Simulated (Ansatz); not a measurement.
The relaxed structure here is a generated cell of HfN: the first start was made by placing the elements on the sites of a structure type, and the end was not matched to a known phase here, so it may be hypothetical. Known forms of HfN include space group No. 225.

One starting cell of HfN (a generated cell, HfN placed in the AFLOW prototype AB_tI8_141_a_b ("40", as in NbP)) was relaxed twice with Ansatz (plane waves, PAW, scalar-relativistic): with r2SCAN at 500 eV and with PBE at 420 eV. The r2SCAN result:

```cif
data_Hf2N2
_chemical_formula_sum 'Hf2 N2'
_space_group_name_H-M_alt 'P 1'
_space_group_IT_number 1
_cell_length_a 6.54219
_cell_length_b 6.54219
_cell_length_c 6.54219
_cell_angle_alpha 152.919
_cell_angle_beta 152.919
_cell_angle_gamma 38.673
loop_
_space_group_symop_operation_xyz
  'x, y, z'
loop_
_atom_site_label
_atom_site_type_symbol
_atom_site_fract_x
_atom_site_fract_y
_atom_site_fract_z
_atom_site_occupancy
Hf1 Hf 0.75000 0.25000 0.50000 1
Hf2 Hf 0.00000 0.00000 0.00000 1
N1 N 0.50000 0.50000 0.00000 1
N2 N 0.25000 0.75000 0.50000 1
```

```json
[
 {"quantity": "space group", "r2SCAN": "I4₁/amd", "PBE": "I4₁/amd"},
 {"quantity": "volume (Å³/atom)", "r2SCAN": "14.48", "PBE": "(withheld)"},
 {"quantity": "a (Å)", "r2SCAN": "3.064", "PBE": "(withheld)"},
 {"quantity": "c (Å)", "r2SCAN": "12.346", "PBE": "(withheld)"},
 {"quantity": "gap (eV, no spin-orbit coupling)", "r2SCAN": "0.00", "PBE": "(withheld)"}
]
```

Problem. Fill in the PBE column.

Solution. 
- volume (Å³/atom), PBE: 14.67
- a (Å), PBE: 3.079
- c (Å), PBE: 12.383
- gap (eV, no spin-orbit coupling), PBE: 0.00

Both levels end in the same structure; PBE's volume is 1.3 % larger. Neither column is exact.

No spin polarisation in the result.

The run could not lose the symmetry of its start: the end is stationary, and may be a saddle point rather than a minimum.

All atoms sit on sites fixed by symmetry, so only the cell could relax.

Ansatz is a quantum-chemistry and plane-wave program.
